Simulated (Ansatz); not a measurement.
## SnTe (Fm-3m), an elastic constant from a strain scan

Method: Ansatz, DFT PBEsol, scalar-relativistic, plane waves, PAW. Cutoff 420 eV, Γ-centred 10×10×10 k-points, Gaussian smearing of 0.03 eV. No spin polarisation. Energies are free energies at this smearing, counted from the undisturbed cell; pressure is positive in compression.

The starting cell (as given, not relaxed at this level; it stands at -0.5 GPa):

```
Sn Te
1.0
     0.00000    3.15650    3.15650
     3.15650    0.00000    3.15650
     3.15650    3.15650    0.00000
Sn Te
1 1
Direct
  0.00000 0.00000 0.00000
  0.50000 0.50000 0.50000
```

The cell is strained by ε times the Voigt pattern (0, 1, 0, 0, 0, 0) (xx, yy, zz, yz, xz, xy; engineering shear) with fractional coordinates fixed. The cell holds 2 atoms in V0 = 62.90 Å³. The stress column is τ = (1/V0) dE/dε, got from the stress tensor σ (compression positive) at each point as −det(1 + εP) σ : P(1 + εP)⁻¹, with P the pattern as a tensor.

```csv
ε,ΔE (meV/atom),τ (GPa)
-0.0200,3.377,-2.390
-0.0150,1.430,-1.586
-0.0100,0.250,-0.829
-0.0050,-0.213,-0.118
0.0000,0.000,0.549
0.0050,0.851,1.175
0.0100,2.296,1.761
0.0150,4.295,2.310
0.0175,5.493,2.571
0.0200,?,?
```

Q: Which combination of elastic constants does this scan measure, and how large is it?

A: For small ε, τ = τ0 + Kε with K = pᵀCp, which for this pattern is C11 in the cubic axes. The parabola through τ at ε = -0.0050, 0 and 0.0050 has slope K = 129 GPa at zero. The energies per cell, E = NΔE, of the same two points give K = 2[E(ε₊)/ε₊ − E(ε₋)/ε₋]/[(ε₊ − ε₋)V0] = 130 GPa, in agreement.

Q: Predict the withheld row at ε = 0.0200 from the harmonic law, and compare.

A: ΔE = V0(τ0 ε + Kε²/2)/N = 7.232 meV/atom and τ = 3.14 GPa. The calculation gives 6.816 meV/atom and 2.82 GPa: the energy lies 6 % below the harmonic value, as bonds soften when stretched.